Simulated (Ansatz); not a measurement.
A geometry of Rh away from equilibrium: step 27 of the relaxation of a relaxed Rh cell, doubled along one cell vector, shaken by Gaussian noise of σ = 0.08 Å a coordinate. Computed with PBE (plane waves to 420 eV, PAW, scalar-relativistic; Ansatz, a first-principles code). Γ-centred k-mesh 10×10×5 on the run's cell (coarser than for final values), Fermi–Dirac smearing 0.05 eV.

```xyz
4
Lattice="-0.1277 3.4557 1.2872 3.4557 -0.1277 1.2872 6.2932 6.2932 0.3628" Properties=species:S:1:pos:R:3:forces:R:3 pbc="T T T" free_energy=-25611.188 pressure_GPa=15.0
Rh     5.2966     4.4455     2.3794   -0.0001    0.0000    0.0002
Rh     7.5473     8.4879     2.5608    0.0000    0.0000    0.0002
Rh     3.6326     2.7815     1.0922    0.0000    0.0000   -0.0002
Rh     5.8833     6.8240     1.2736    0.0001    0.0000   -0.0002
```

Positions in Å, forces in eV/Å, free energy of the cell in eV (comparable only within this code, potentials and settings). Largest force: all forces are below 0.005 eV/Å; the geometry lies 0.10 eV/atom above the end of its relaxation.

No spin polarisation in the result.

Of the parent cell (Fd-3m (No. 227)): it is a generated cell of Rh: the first start was made by placing the elements on the sites of a structure type, and the end was not matched to a known phase here, so it may be hypothetical. Known forms of Rh include space group No. 225.
